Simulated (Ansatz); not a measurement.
With PBE in the plane-wave PAW code Ansatz, PtW in the rock salt structure (Fm-3m) relaxes to a = 5.260 Å. Pt has 6 nearest neighbours from 2.63 Å (octahedral). Its formation energy from the elements is 83 kJ/mol of atoms, with no fitted shifts.

Electronic character: metallic (no gap). Gap from PBE with spin–orbit coupling: none (metallic).

The bulk modulus is 220 GPa.

The start of the workflow was typed in or built on a structure type; neither database checked (COD, Materials Project) lists it. Its standing as an ambient phase is unchecked. The PBE relaxation kept the symmetry of its start; its stability against distortions is not shown here. The run is not spin-polarised. The volume moved by 18 % from the start of the relaxation. Its formation energy is positive at this level, so the cell may be metastable or incomplete. The references are the lowest solids computed at this level, not always the standard phases. Spin–orbit coupling is left out wherever it is not named.

Potentials: the later of the program's two PAW sets.
